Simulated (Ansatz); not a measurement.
Start of a relaxation of Sm4TaI:

```xyz
6
Lattice="4.6213 0.0000 0.0000 0.0000 4.6213 0.0000 0.0000 0.0000 6.6901" Properties=species:S:1:pos:R:3 pbc="T T T"
Sm    2.3106    0.0000    4.8924
Sm    0.0000    2.3106    1.7978
Sm    2.3106    0.0000    1.7978
Sm    0.0000    2.3106    4.8924
Ta    2.3106    2.3106    3.3451
I     0.0000    0.0000    0.0000
```

Theory: DFT PBE, scalar-relativistic, plane waves, PAW, and for the lanthanide a 4f-in-core norm-conserving potential (Ansatz 0.2.0). Cutoff 690 eV, Gaussian smearing, Γ-centred meshes. Cell and atoms relax first on a coarse mesh and then on a finer one. In between, the cell is made exact in the group found at 0.06 Å. In metals the finer mesh still leaves noise of several meV/atom or more. The steps can't lower the symmetry of their start. No spin polarisation.

A guess keeps its type if space group and coordination stay and the shape of the cell changes little (axis ratios within about 15 %, angles within 6°); the volume may change.

Question: Does this structure survive the relaxation?

Answer: It keeps its type. The symmetry stays P4/mmm (No. 123). The volume per atom grows by 40.2 %, from 23.8 to 33.4 Å³. The shortest distance goes from 2.78 Å (Sm–Ta) to 3.08 Å (Sm–Ta). The ratio c/a of the conventional cell changes by a factor of 1.00. Counting neighbours within 15 % of an atom's shortest distance, the start has I 8, Sm 5, Ta 8 and the end I 8, Sm 5, Ta 8.

Energies over the elements count from the elements' standard structures at the same level, with no fitted energy shifts.

Question: At what energy does it end?

Answer: +0.21 eV/atom. A positive value: parting into the elements would lower its energy.

The last run used an 8×8×6 mesh (in the run's order of axes) for its 6-atom cell and Gaussian smearing of 0.10 eV. Spin–orbit coupling, which can matter for I and Ta, is left out. The cell is a metal run without spin; a magnetic state may lie lower. The reference form of I is held partly by dispersion forces, which this level lacks. A structure relaxed within its symmetry needn't be a true minimum.

The lanthanide is trivalent by construction, without f bands, f moments or other valences. The reference runs of the other elements, and any phases without the lanthanide, used 420 eV, which shifts energies against them by under 10 meV/atom. The lanthanide's reference is the lowest of its hcp, dhcp and fcc cells.
